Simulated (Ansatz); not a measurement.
SiC:
```cif
data_C2Si2
_chemical_formula_sum 'Si2 C2'
_space_group_name_H-M_alt 'P 1'
_space_group_IT_number 1
_cell_length_a 3.07531
_cell_length_b 3.07531
_cell_length_c 5.04816
_cell_angle_alpha 90.000
_cell_angle_beta 90.000
_cell_angle_gamma 120.000
loop_
_space_group_symop_operation_xyz
  'x, y, z'
loop_
_atom_site_label
_atom_site_type_symbol
_atom_site_fract_x
_atom_site_fract_y
_atom_site_fract_z
_atom_site_occupancy
Si1 Si 0.66667 0.33333 0.00050 1
Si2 Si 0.33333 0.66667 0.50050 1
C1 C 0.66667 0.33333 0.62470 1
C2 C 0.33333 0.66667 0.12470 1
```

Relaxed with r²SCAN.

Problem. Which orbitals make up the states near the band edges in r²SCAN (plane waves, PAW; program Ansatz)?

Solution. Top 1 eV of the valence band: C 2p 84 %, Si 3p 12 %. Bottom 1 eV of the conduction band: Si 3p 46 %, C 2p 13 %, C 2s 11 %, Si 3s 8 %, outside the projected shells 21 %. Projections are on Löwdin-orthogonalised atomic valence shells; empty p or d shells of many metals are not among them.

Problem. Tabulate the density of states.

Solution. States/eV per cell of 4 atoms, in 0.25 eV bins, energy from the valence-band maximum.

```
E (eV)  total  C 2p  Si 3p  Si 3s
------  -----  ----  -----  -----
-7.85    1.67  0.86   0.24   0.49
-7.60    1.74  0.88   0.25   0.50
-7.35    1.15  0.58   0.19   0.28
-7.10    0.93  0.47   0.17   0.19
-6.85    0.86  0.43   0.16   0.16
-6.60    0.96  0.49   0.19   0.16
-6.35    1.09  0.56   0.25   0.15
-6.10    1.15  0.60   0.32   0.12
-5.85    0.94  0.50   0.27   0.09
-5.60    1.18  0.64   0.33   0.12
-5.35    1.30  0.72   0.36   0.12
-5.10    1.10  0.61   0.31   0.09
-4.85    1.31  0.75   0.38   0.10
-4.60    1.30  0.75   0.38   0.09
-4.35    1.44  0.85   0.42   0.09
-4.10    1.39  0.83   0.40   0.08
-3.85    1.44  0.88   0.41   0.08
-3.60    1.68  1.04   0.48   0.07
-3.35    1.89  1.20   0.55   0.07
-3.10    2.02  1.30   0.58   0.07
-2.85    2.09  1.37   0.58   0.07
-2.60    1.88  1.26   0.49   0.06
-2.35    2.30  1.59   0.58   0.05
-2.10    2.56  1.81   0.62   0.05
-1.85    2.86  2.08   0.67   0.04
-1.60    2.03  1.52   0.43   0.02
-1.35    1.64  1.26   0.31   0.01
-1.10    1.22  0.97   0.20   0.01
-0.85    0.92  0.76   0.13   0.01
-0.60    0.70  0.59   0.08   0.00
-0.35    0.48  0.42   0.04   0.00
-0.10    0.17  0.16   0.01   0.00
0.15     0.00  0.00   0.00   0.00
0.40     0.00  0.00   0.00   0.00
0.65     0.00  0.00   0.00   0.00
0.90     0.00  0.00   0.00   0.00
1.15     0.00  0.00   0.00   0.00
1.40     0.00  0.00   0.00   0.00
1.65     0.00  0.00   0.00   0.00
1.90     0.00  0.00   0.00   0.00
2.15     0.00  0.00   0.00   0.00
2.40     0.00  0.00   0.00   0.00
2.65     0.00  0.00   0.00   0.00
2.90     0.05  0.01   0.03   0.00
3.15     0.10  0.02   0.05   0.00
3.40     0.26  0.04   0.12   0.02
3.65     0.75  0.08   0.32   0.08
3.90     1.15  0.15   0.51   0.10
4.15     1.27  0.18   0.56   0.10
4.40     1.25  0.18   0.56   0.10
4.65     1.28  0.18   0.57   0.11
4.90     1.26  0.17   0.56   0.11
5.15     1.34  0.19   0.59   0.12
5.40     1.38  0.19   0.62   0.13
5.65     1.34  0.18   0.60   0.14
5.90     1.29  0.17   0.56   0.16
6.15     1.16  0.18   0.46   0.16
6.40     1.17  0.19   0.44   0.18
6.65     1.49  0.23   0.59   0.23
6.90     1.71  0.28   0.62   0.27
7.15     1.74  0.30   0.60   0.27
7.40     2.14  0.33   0.82   0.31
```

Space group P6_3mc (wurtzite). The r²SCAN relaxation kept the symmetry of its start; phonons on a q-mesh show no instability.

Potentials: the later of the program's two PAW sets.
